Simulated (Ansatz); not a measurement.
A trial cell of TaAs was relaxed with PBE (plane waves to 420 eV, PAW, scalar-relativistic; Ansatz, a program for electronic structure).

Before: P4/mmm (No. 123), tP2; a = 3.0581 Å, b = 3.0581 Å, c = 4.0083 Å, α = 90.00°, β = 90.00°, γ = 90.00°.

After relaxation:

Simulated powder pattern, Cu Kα, λ = 1.54184 Å (kinematic, ideal powder, no thermal factors, no anomalous dispersion; the 24 strongest lines at most, above 1 %, up to 2θ = 90°):

```json
[
 {"2θ (°)": "27.75", "I/Imax (%)": "20"},
 {"2θ (°)": "39.65", "I/Imax (%)": "100"},
 {"2θ (°)": "49.09", "I/Imax (%)": "6.2"},
 {"2θ (°)": "57.32", "I/Imax (%)": "17"},
 {"2θ (°)": "64.86", "I/Imax (%)": "8.3"},
 {"2θ (°)": "71.95", "I/Imax (%)": "35"},
 {"2θ (°)": "85.43", "I/Imax (%)": "12"}
]
```

Q: Identify the relaxed structure from its pattern: crystal system, space group and cell.

A: Cubic, Pm-3m (No. 221), cP2, CsCl type; a = b = c = 3.2145 Å, α = β = γ = 90.00°. Sites: As 1b (0.500, 0.500, 0.500); Ta 1a (0.000, 0.000, 0.000).

Q: Index the strongest lines.

A: 27.75° (100), 39.65° (110), 57.32° (200), 71.95° (211), 85.43° (220).

No spin polarisation in the result.

The run could not lose the symmetry of its start: the end is stationary, and may be a saddle point rather than a minimum.

All atoms sit on sites fixed by symmetry, so only the cell could relax.

The relaxed structure here is a generated cell of TaAs: the first start was made by placing the elements on the sites of a structure type, and the end was not matched to a known phase here, so it may be hypothetical. Known forms of TaAs include space group No. 109.
